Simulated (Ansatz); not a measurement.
**Mechanical response of Be (P6_3/mmc)**

```yaml
crystal:
  lattice:
    - [2.25402, 0.00000, 0.00000]
    - [-1.12701, 1.95204, 0.00000]
    - [0.00000, 0.00000, 3.56073]
  atoms:
    - { symbol: Be, position: [0.33333, 0.66667, 0.25000] }
    - { symbol: Be, position: [0.66667, 0.33333, 0.75000] }
```

Computed, not measured; unless marked otherwise by PBEsol, all-electron LAPW in Ansatz 0.2.0, scalar-relativistic. k mesh 22×22×12, Fermi-Dirac smearing of 0.050 eV, basis error target 1 meV/atom. The cell was relaxed by PAW under this functional.

The cell is hexagonal and carries a residual pressure of -0.10 GPa at this level. Each strain component that symmetry leaves independent is applied at ±0.005 and ±0.01, the ions relax wherever a strain frees them, and the stress (tension positive, GPa) is read. Shears are engineering strains, γ = 2ε.

| strain | size | σxx | σyy | σzz | σyz | σxz | σxy |
| --- | --- | --- | --- | --- | --- | --- | --- |
| xx | -0.01 | -3.3481 | -0.0649 | 0.0520 | 0.0000 | 0.0000 | 0.0000 |
| xx | -0.005 | -1.5832 | 0.0115 | 0.0712 | 0.0000 | 0.0000 | 0.0000 |
| xx | +0.005 | 1.6902 | 0.2182 | 0.1535 | 0.0000 | 0.0000 | 0.0000 |
| xx | +0.01 | 3.1638 | 0.3764 | 0.2263 | 0.0000 | 0.0000 | 0.0000 |
| zz | -0.01 | 0.0129 | 0.0129 | -3.8775 | 0.0000 | 0.0000 | 0.0000 |
| zz | -0.005 | 0.0587 | 0.0587 | -1.8576 | 0.0000 | 0.0000 | 0.0000 |
| zz | +0.005 | 0.1379 | 0.1379 | 2.0145 | 0.0000 | 0.0000 | 0.0000 |
| zz | +0.01 | 0.1641 | 0.1641 | 3.8837 | 0.0000 | 0.0000 | 0.0000 |
| yz | -0.01 | 0.1007 | 0.1057 | 0.0743 | -1.6529 | 0.0000 | 0.0000 |
| yz | -0.005 | 0.1012 | 0.1025 | 0.0964 | -0.8264 | 0.0000 | 0.0000 |
| yz | +0.005 | 0.1012 | 0.1025 | 0.0964 | 0.8264 | 0.0000 | 0.0000 |
| yz | +0.01 | 0.1007 | 0.1057 | 0.0743 | 1.6528 | 0.0000 | 0.0000 |

The slope is [8(σ(+δ) − σ(−δ)) − (σ(+2δ) − σ(−2δ))]/(12δ), and the program imposes the crystal's symmetry on the matrix.

Problem. What are the independent elastic constants?

Solution. C11 = 327.9, C12 = 20.2, C13 = 8.1, C33 = 386.9, C44 = 165.3 GPa.

Problem. Is the crystal stable against homogeneous strain?

Solution. The least eigenvalue of the 6×6 matrix is 153.9 GPa, so yes.

Problem. What moduli does a random aggregate of grains have?

Solution. Voigt and Reuss bounds: B from 123.5 to 123.9 and G from 163.3 to 164.0 GPa; their means are B = 123.7 and G = 163.6 GPa. Then E = 9BG/(3B + G) = 340.7 GPa, ν = (3B − 2G)/(6B + 2G) = 0.041 and B/G = 0.76, on the brittle side of Pugh's 1.75 (a rule of thumb).

Problem. With the density of 1.910 g/cm³, how fast does sound travel, and what Debye temperature follows?

Solution. 

```csv
direction,slow (m/s),middle (m/s),fast (m/s)
x,8974,9301,13101
y,8974,9301,13101
z,9301,9301,14232
```

The mean of v⁻³ over directions and branches gives v_m = 10059 m/s and θ_D = (ħ/k_B) v_m (6π²n)^(1/3) = 1508 K, n being atoms per volume. Young's modulus spans 327 to 387 GPa over directions, and the universal anisotropy index is 0.03.

Problem. How far do the constants move if PAW replaces LAPW in the same cell?

Solution. 

```json
{"constant": "C11", "LAPW (GPa)": "327.9", "PAW (GPa)": "328.1", "difference": "0.2"}
{"constant": "C12", "LAPW (GPa)": "20.2", "PAW (GPa)": "20.8", "difference": "0.6"}
{"constant": "C13", "LAPW (GPa)": "8.1", "PAW (GPa)": "8.7", "difference": "0.6"}
{"constant": "C33", "LAPW (GPa)": "386.9", "PAW (GPa)": "387.1", "difference": "0.2"}
{"constant": "C44", "LAPW (GPa)": "165.3", "PAW (GPa)": "165.0", "difference": "-0.3"}
```

Problem. How do the constants change if the ions are clamped to the homogeneous strain?

Solution. Clamped values, with the change against relaxed ions: C11 = 341.6 (+13.7), C12 = 6.5 (-13.7), C13 = 8.1 (-0.0), C33 = 386.9 (+0.0), C44 = 165.3 (+0.0) GPa.

Problem. What happens at 2 GPa (cell relaxed there)?

Solution. The volume falls to 0.9843 of its value, and C11 = 341.2, C12 = 23.8, C13 = 10.7, C33 = 401.9, C44 = 169.4 GPa (slopes of the stress), in this structure whether or not another phase takes over.

Limits of these numbers: responses of metals move with mesh and smearing; the frozen-core PAW files of the compared runs were fitted under PBE, their cores solved anew for this functional.
